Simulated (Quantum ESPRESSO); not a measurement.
ZnAl3ON3, input and log of a self-consistent run

Simulated, not a measurement. The program is pw.x of Quantum ESPRESSO 7.5 (plane-wave density functional theory). The cell is made up: 8 atoms on a wurtzite lattice, with randomly drawn elements, strain and displacements, not relaxed. PseudoDojo standard norm-conserving files (v0.5 for PBE, v0.4.1 for LDA and PBEsol) set the functional; there is no spin polarisation, spin-orbit coupling or dispersion term, and the masses in the input are unused placeholders.

Input:

```
&control calculation='scf', pseudo_dir='./dojo.nc.sr.pbe.v0_5.standard.upf', outdir='./o', disk_io='medium', tprnfor=.true., tstress=.true. /
&system ibrav=0, nat=8, ntyp=4, nbnd=31, ecutwfc=105.61755193, nosym=.true., tot_charge=0,
 occupations='smearing', smearing='fd', degauss=0.0018374661
/
&electrons conv_thr=7.350e-09, electron_maxstep=60, /
ATOMIC_SPECIES
Al 1.0 Al.upf
N 1.0 N.upf
O 1.0 O.upf
Zn 1.0 Zn.upf
CELL_PARAMETERS angstrom
3.1364 0.0303 -0.0074
0.0524 5.3648 0.0328
-0.012 0.0309 5.0892
ATOMIC_POSITIONS angstrom
Zn 0.0412 0.06 0.0379
Al 1.4989 2.6871 0.0665
Al 1.5695 0.8769 2.6417
Al 0.1232 3.5092 2.3575
O 0.0118 -0.0172 1.9219
N 1.5692 2.6955 1.9322
N 1.6935 0.8655 4.4438
N -0.0415 3.7694 4.5854
K_POINTS automatic
8 6 6 1 1 1
```

The log is shortened where brackets say so; the opening notice, blank lines, dates and the lines on written files are dropped, and the path of the files is cut. It prints rydbergs, bohrs and kilobars, and counts compression as positive stress. With no partly filled state, the Fermi energy that it prints is only some level between the filled and the empty states on the mesh, and need not lie in the true gap.

```
     Program PWSCF v.7.5
     Parallel version (MPI & OpenMP), running on       1 processor cores
     Number of MPI processes:                 1
     Threads/MPI process:                     1
     [start-up lines left out]
     bravais-lattice index     =            0
     lattice parameter (alat)  =       5.9272  a.u.
     unit-cell volume          =     577.7919 (a.u.)^3
     number of atoms/cell      =            8
     number of atomic types    =            4
     number of electrons       =        50.00
     number of Kohn-Sham states=           31
     kinetic-energy cutoff     =     105.6176  Ry
     charge density cutoff     =     422.4702  Ry
     scf convergence threshold =      7.3E-09
     mixing beta               =       0.7000
     number of iterations used =            8  plain     mixing
     Exchange-correlation= PBE
                           (   1   4   3   4   0   0   0)
     [axes and pseudopotential details left out]
   Cartesian axes
     site n.     atom                  positions (alat units)
         1        Zn     tau(   1) = (   0.0131354   0.0191293   0.0120833  )
         2        Al     tau(   2) = (   0.4778810   0.8567042   0.0212016  )
         3        Al     tau(   3) = (   0.5003897   0.2795742   0.8422297  )
         4        Al     tau(   4) = (   0.0392788   1.1188071   0.7516208  )
         5        O      tau(   5) = (   0.0037621  -0.0054837   0.6127423  )
         6        N      tau(   6) = (   0.5002941   0.8593823   0.6160262  )
         7        N      tau(   7) = (   0.5399236   0.2759397   1.4167773  )
         8        N      tau(   8) = (  -0.0132311   1.2017643   1.4619224  )
     number of k points=   144  Fermi-Dirac smearing, width (Ry)=  0.0018
     Number of k-points >= 100: set verbosity='high' to print them.
     Dense  grid:    84731 G-vectors     FFT dimensions: (  40,  72,  64)
     Estimated max dynamical RAM per process >     105.13 MB
     Initial potential from superposition of free atoms
     starting charge      49.9925, renormalised to      50.0000
     Starting wfcs are   38 randomized atomic wfcs
     total cpu time spent up to now is       25.6 secs
     per-process dynamical memory:    73.1 Mb
     Self-consistent Calculation
     iteration #  1     ecut=   105.62 Ry     beta= 0.70
     Davidson diagonalization with overlap
     ethr =  1.00E-02,  avg # of iterations =  3.2
     total cpu time spent up to now is       81.8 secs
     total energy              =    -526.68506898 Ry
     estimated scf accuracy    <       2.39616973 Ry
     iteration #  2     ecut=   105.62 Ry     beta= 0.70
     Davidson diagonalization with overlap
     ethr =  4.79E-03,  avg # of iterations =  3.3
     total cpu time spent up to now is      137.8 secs
     total energy              =    -527.30585682 Ry
     estimated scf accuracy    <       2.33336730 Ry
     iteration #  3     ecut=   105.62 Ry     beta= 0.70
     Davidson diagonalization with overlap
     ethr =  4.67E-03,  avg # of iterations =  2.0
     total cpu time spent up to now is      184.4 secs
     total energy              =    -527.72311445 Ry
     estimated scf accuracy    <       0.09493687 Ry
     iteration #  4     ecut=   105.62 Ry     beta= 0.70
     Davidson diagonalization with overlap
     ethr =  1.90E-04,  avg # of iterations =  4.8
     total cpu time spent up to now is      238.7 secs
     total energy              =    -527.74970662 Ry
     estimated scf accuracy    <       0.00567160 Ry
     iteration #  5     ecut=   105.62 Ry     beta= 0.70
     Davidson diagonalization with overlap
     ethr =  1.13E-05,  avg # of iterations =  7.2
     total cpu time spent up to now is      307.5 secs
     total energy              =    -527.75072072 Ry
     estimated scf accuracy    <       0.00151008 Ry
     [iterations 6 to 7 left out]
     iteration #  8     ecut=   105.62 Ry     beta= 0.70
     Davidson diagonalization with overlap
     ethr =  1.57E-07,  avg # of iterations =  2.0
     total cpu time spent up to now is      472.1 secs
     total energy              =    -527.75084675 Ry
     estimated scf accuracy    <       0.00000237 Ry
     iteration #  9     ecut=   105.62 Ry     beta= 0.70
     Davidson diagonalization with overlap
     ethr =  4.74E-09,  avg # of iterations =  4.0
     total cpu time spent up to now is      544.5 secs
     total energy              =    -527.75084725 Ry
     estimated scf accuracy    <       0.00000213 Ry
     iteration # 10     ecut=   105.62 Ry     beta= 0.70
     Davidson diagonalization with overlap
     ethr =  4.25E-09,  avg # of iterations =  2.0
     total cpu time spent up to now is      591.8 secs
     total energy              =    -527.75084744 Ry
     estimated scf accuracy    <       0.00000022 Ry
     iteration # 11     ecut=   105.62 Ry     beta= 0.70
     Davidson diagonalization with overlap
     ethr =  4.42E-10,  avg # of iterations =  2.0
     total cpu time spent up to now is      648.4 secs
     total energy              =    -527.75084748 Ry
     estimated scf accuracy    <       0.00000001 Ry
     iteration # 12     ecut=   105.62 Ry     beta= 0.70
     Davidson diagonalization with overlap
     ethr =  2.33E-11,  avg # of iterations =  3.7
     total cpu time spent up to now is      715.6 secs
     End of self-consistent calculation
     Number of k-points >= 100: set verbosity='high' to print the bands.
     the Fermi energy is    10.4831 ev
!    total energy              =    -527.75084749 Ry
     estimated scf accuracy    <          3.5E-09 Ry
     smearing contrib. (-TS)   =      -0.00000000 Ry
     internal energy E=F+TS    =    -527.75084749 Ry
     The total energy is F=E-TS. E is the sum of the following terms:
     one-electron contribution =    -450.03046914 Ry
     hartree contribution      =     249.66448562 Ry
     xc contribution           =     -78.87725437 Ry
     ewald contribution        =    -248.50760960 Ry
     convergence has been achieved in  12 iterations
     Forces acting on atoms (cartesian axes, Ry/au):
     atom    1 type  4   force =     0.08327360    0.04592478   -0.03691226
     atom    2 type  1   force =     0.03544347    0.01638342   -0.12839267
     atom    3 type  1   force =     0.00774215    0.01827311    0.01213968
     atom    4 type  1   force =    -0.13353170    0.06320456    0.13316497
     atom    5 type  3   force =     0.00595241    0.01233813    0.12265645
     atom    6 type  2   force =     0.10658916   -0.07650450   -0.00796111
     atom    7 type  2   force =    -0.10432282    0.15476159   -0.03267474
     atom    8 type  2   force =    -0.00114627   -0.23438109   -0.06202032
     Total force =     0.442390     Total SCF correction =     0.000109
     Computing stress (Cartesian axis) and pressure
          total   stress  (Ry/bohr**3)                   (kbar)     P=      106.52
   0.00093989  -0.00054940   0.00008442          138.26      -80.82       12.42
  -0.00054940   0.00081044   0.00001751          -80.82      119.22        2.58
   0.00008442   0.00001751   0.00042199           12.42        2.58       62.08
     init_run     :     22.05s CPU     25.52s WALL (       1 calls)
     electrons    :    608.19s CPU    690.04s WALL (       1 calls)
     forces       :      8.79s CPU      8.88s WALL (       1 calls)
     stress       :     33.72s CPU     33.87s WALL (       1 calls)
     [timing details left out]
     PWSCF        :  11m13.07s CPU  12m40.38s WALL
     JOB DONE.
```

In other units: free energy -7180.416 eV for the cell, pressure 10.65 GPa, largest force component 6.026 eV/Å. This run is the check on a run of the same cell at 1143 eV and a 6 x 4 x 4 mesh: rerunning at 1437 eV and a 8 x 6 x 6 mesh moved values by no more than 0.002 eV in energy, 0.03 GPa in stress and 0.002 eV/Å in force.